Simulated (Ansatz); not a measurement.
## Rutile alloy of SnO2 and TiO2 (3 of 24 Sn sites exchanged), 72 atoms

Ansatz, PAW, plane waves. PBEsol relaxation of cell lengths and atoms (angles held) at the single k point (¼, ¼, ¼) without its symmetry partners; single points on the relaxed atoms at the single k point (¼, ¼, ¼) without its symmetry partners, onto which points of the small cell's zone fold. Arrangement: clustered. No spin–orbit coupling unless named.

Relaxed structure:

```xyz
72
Lattice="9.5009 0.0000 0.0000 0.0000 9.5007 0.0000 0.0000 0.0000 9.5562" Properties=species:S:1:pos:R:3 pbc="T T T"
Sn    9.4999    0.0014    9.5470
Sn    9.5000    0.0013    3.1762
Sn    9.5000    0.0013    6.3616
Sn    4.7497    0.0014    9.5456
Sn    4.7497    0.0013    3.1748
Sn    4.7496    0.0014    6.3602
Sn    4.7495    4.7516    9.5470
Sn    4.7496    4.7516    3.1762
Sn    4.7496    4.7516    6.3616
Sn    2.3560    2.3946    1.5806
Sn    2.3560    2.3947    4.7659
Sn    2.3559    2.3948    7.9513
Sn    2.3371    7.0896    1.5886
Sn    2.3371    7.0895    4.7741
Sn    2.3371    7.0896    7.9595
Sn    7.1622    2.4140    1.5891
Sn    7.1623    2.4139    4.7745
Sn    7.1623    2.4140    7.9599
Sn    7.1432    7.1083    1.5805
Sn    7.1431    7.1084    4.7660
Sn    7.1430    7.1085    7.9514
Ti    9.5004    4.7515    0.2109
Ti    9.5002    4.7518    3.3963
Ti    9.4999    4.7520    6.5817
O     1.4494    1.4571    9.5437
O     1.4496    1.4568    3.1729
O     1.4495    1.4570    6.3583
O     1.3873    6.1394    9.5533
O     1.3871    6.1396    3.1826
O     1.3873    6.1395    6.3680
O     6.2265    1.4778    9.5502
O     6.2264    1.4779    3.1795
O     6.2265    1.4778    6.3649
O     6.2055    6.2016    9.5437
O     6.2058    6.2014    3.1730
O     6.2057    6.2016    6.3583
O     3.2930    3.3021    9.5436
O     3.2933    3.3019    3.1728
O     3.2932    3.3020    6.3582
O     3.2728    8.0255    9.5496
O     3.2727    8.0255    3.1788
O     3.2728    8.0254    6.3642
O     8.1120    3.3637    9.5536
O     8.1117    3.3640    3.1828
O     8.1119    3.3638    6.3681
O     8.0499    8.0461    9.5435
O     8.0501    8.0458    3.1727
O     8.0500    8.0460    6.3582
O     0.8826    3.8672    1.5750
O     0.8826    3.8672    4.7598
O     0.8824    3.8673    7.9456
O     0.9029    8.5608    1.5838
O     0.9028    8.5607    4.7693
O     0.9029    8.5608    7.9546
O     5.6906    3.8476    1.5839
O     5.6907    3.8477    4.7694
O     5.6907    3.8477    7.9548
O     5.6773    8.5738    1.5822
O     5.6773    8.5738    4.7676
O     5.6772    8.5738    7.9529
O     3.8218    0.9292    1.5821
O     3.8217    0.9292    4.7676
O     3.8217    0.9293    7.9530
O     3.8087    5.6558    1.5839
O     3.8087    5.6558    4.7692
O     3.8088    5.6558    7.9546
O     8.5964    0.9428    1.5840
O     8.5963    0.9427    4.7694
O     8.5964    0.9427    7.9548
O     8.6161    5.6353    1.5744
O     8.6161    5.6354    4.7605
O     8.6159    5.6354    7.9454
```

Problem. What are the mean bond lengths by pair (pairs within 1.2 times the sum of covalent radii, less contacts 15 % beyond the pair's median; cation–cation pairs of compounds aside; long ionic contacts are cut short by that bound)?

Solution. O–Sn 2.065 ± 0.011 Å (standard deviation, 126 bonds); O–Ti 2.011 ± 0.149 Å (standard deviation, 18 bonds).

Problem. What gap lies between the top filled and the lowest empty level in the single points?

Solution. HSE06 4.15 eV (29 s on NVIDIA GB300). Away from Γ this isn't the crystal's band gap.
